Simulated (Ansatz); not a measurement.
A relaxation computed with Ansatz, from input to last step.

```yaml
crystal:
  lattice:
    - [3.1219306521, 0.0, 0.0]
    - [-1.5609653261, 2.7036712536, 0.0]
    - [0.0, 0.0, 12.0206223983]
  atoms:
    - { symbol: W, position: [0.3333333333, 0.6666666667, 0.25] }
    - { symbol: W, position: [0.6666666667, 0.3333333333, 0.75] }
    - { symbol: S, position: [0.3333333333, 0.6666666667, 0.6203061686] }
    - { symbol: S, position: [0.6666666667, 0.3333333333, 0.1203061686] }
    - { symbol: S, position: [0.3333333333, 0.6666666667, 0.8796938314] }
    - { symbol: S, position: [0.6666666667, 0.3333333333, 0.3796938314] }
basis:
  ecutwfc: 420
kpoints:
  mp_grid: { grid: [12, 12, 4] }
hamiltonian:
  xc: pbe
  dispersion: d3bj
scf:
  occupations: { method: gaussian, width: 0.02 }
output:
  forces: true
  stress: true
  eigenvalues: true
  write_density: true
  write_potential: true
  elf: true
  volumetric_format: npy
relax:
  adjacent_minimum: "off"
  f_tol: 0.01
  max_steps: 30
  cell: { stress_tol: 0.1, fix: [volume] }
```

```bash
ansatz run input.yaml --threads 2 --pin off --max-ram 5120MiB --backend cpu --events-out ev --progress --plain --runs-dir out
```

Computed with DFT PBE+D3(BJ), scalar-relativistic, plane waves, PAW (Ansatz).

The volume is held at 0.97 times that of the relaxed cell.

Of 5 frames 4 are shown, positions in Å and forces in eV/Å; the SCF threshold varies from step to step. Steps run on the plane waves of an earlier cell, with a Pulay correction in the pressure. The basis is chosen afresh for the last frame, the zero of the energies, and at times for earlier ones too; energy and pressure step there, also at an unchanged geometry.

```xyz
6
Lattice="3.1219 0.0000 0.0000 -1.5610 2.7037 0.0000 0.0000 0.0000 12.0206" Properties=species:S:1:pos:R:3:forces:R:3 pbc="T T T" step=1 free_energy_over_end_meV_per_atom=6.00 pressure_GPa=5.51
W     0.0000    1.8024    3.0052    0.0000    0.0000    0.0000
W     1.5610    0.9012    9.0155    0.0000    0.0000    0.0000
S     0.0000    1.8024    7.4565    0.0000    0.0000   -0.5531
S     1.5610    0.9012    1.4462    0.0000    0.0000   -0.5531
S     0.0000    1.8024   10.5745    0.0000    0.0000    0.5531
S     1.5610    0.9012    4.5642    0.0000    0.0000    0.5531
6
Lattice="3.1562 0.0000 0.0000 -1.5781 2.7334 0.0000 0.0000 0.0000 11.7610" Properties=species:S:1:pos:R:3:forces:R:3 pbc="T T T" step=2 free_energy_over_end_meV_per_atom=2.16 pressure_GPa=-0.03
W     0.0000    1.8222    2.9402    0.0000    0.0000    0.0000
W     1.5781    0.9111    8.8207    0.0000    0.0000    0.0000
S     0.0000    1.8222    7.2426    0.0000    0.0000    0.2182
S     1.5781    0.9111    1.3621    0.0000    0.0000    0.2182
S     0.0000    1.8222   10.3989    0.0000    0.0000   -0.2182
S     1.5781    0.9111    4.5184    0.0000    0.0000   -0.2182
6
Lattice="3.1355 0.0000 0.0000 -1.5677 2.7154 0.0000 0.0000 0.0000 11.9171" Properties=species:S:1:pos:R:3:forces:R:3 pbc="T T T" step=3 free_energy_over_end_meV_per_atom=0.11 pressure_GPa=1.68
W     0.0000    1.8103    2.9793    0.0000    0.0000    0.0000
W     1.5677    0.9051    8.9378    0.0000    0.0000    0.0000
S     0.0000    1.8103    7.3574    0.0000    0.0000    0.0548
S     1.5677    0.9051    1.3989    0.0000    0.0000    0.0548
S     0.0000    1.8103   10.5183    0.0000    0.0000   -0.0548
S     1.5677    0.9051    4.5597    0.0000    0.0000   -0.0548
6
Lattice="3.1389 0.0000 0.0000 -1.5694 2.7183 0.0000 0.0000 0.0000 11.8913" Properties=species:S:1:pos:R:3:forces:R:3 pbc="T T T" step=5 free_energy_over_end_meV_per_atom=0.00 pressure_GPa=1.79
W     0.0000    1.8122    2.9728    0.0000    0.0000    0.0000
W     1.5694    0.9061    8.9185    0.0000    0.0000    0.0000
S     0.0000    1.8122    7.3421    0.0000    0.0000    0.0030
S     1.5694    0.9061    1.3965    0.0000    0.0000    0.0030
S     0.0000    1.8122   10.4948    0.0000    0.0000   -0.0030
S     1.5694    0.9061    4.5492    0.0000    0.0000   -0.0030
```

The run took 13 s on 2 threads of Intel(R) Xeon(R) 6975P-C (Granite Rapids), on a shared host, peak memory 0.54 GiB.

Spin–orbit coupling is left out, which can shift energies with elements as heavy as these.